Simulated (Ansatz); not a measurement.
The relaxed structure here is a generated cell of BN: the first start was made by placing the elements on the sites of a structure type, and the end was not matched to a known phase here, so it may be hypothetical. Known forms of BN include space group No. 186, 194, 216.

A relaxed structure of BN. Calculation: PBEsol (plane waves to 420 eV, PAW, scalar-relativistic; Ansatz, a quantum-chemistry and plane-wave program).

```cif
data_B3N3
_chemical_formula_sum 'B3 N3'
_space_group_name_H-M_alt 'P 1'
_space_group_IT_number 1
_cell_length_a 2.59521
_cell_length_b 2.59521
_cell_length_c 5.79678
_cell_angle_alpha 90.000
_cell_angle_beta 90.000
_cell_angle_gamma 120.000
loop_
_space_group_symop_operation_xyz
  'x, y, z'
loop_
_atom_site_label
_atom_site_type_symbol
_atom_site_fract_x
_atom_site_fract_y
_atom_site_fract_z
_atom_site_occupancy
B1 B 0.50000 0.00000 0.50000 1
B2 B 0.00000 0.50000 0.16667 1
B3 B 0.50000 0.50000 0.83333 1
N1 N 0.50000 0.00000 0.00000 1
N2 N 0.00000 0.50000 0.66667 1
N3 N 0.50000 0.50000 0.33333 1
```

Task: Find the space group and the Wyckoff positions (tolerance 0.01 Å).

Result: Space group P6₂22 (No. 180); a = b = 2.595 Å, c = 5.797 Å, α = β = 90.00°, γ = 120.00°

```csv
atom,site,symmetry,x,y,z
B,3d,222,0.5000,0.0000,0.5000
N,3c,222,0.5000,0.0000,0.0000
```

Task: Give the shortest distances between elements (the closest pairs, up to four, under 3.6 Å).

Result: B–N 1.62 Å; B–B 2.33 Å; N–N 2.33 Å.

```json
{
 "volume_per_atom": "5.64 Å³",
 "density": "3.66 g/cm³",
 "band_gap": "3.60 eV, indirect (valence top at Γ, conduction bottom at M) (no spin-orbit coupling)",
 "smallest_direct_gap": "6.16 eV at M"
}
```

No spin polarisation in the result.

The run could not lose the symmetry of its start, so the end can be a saddle point.
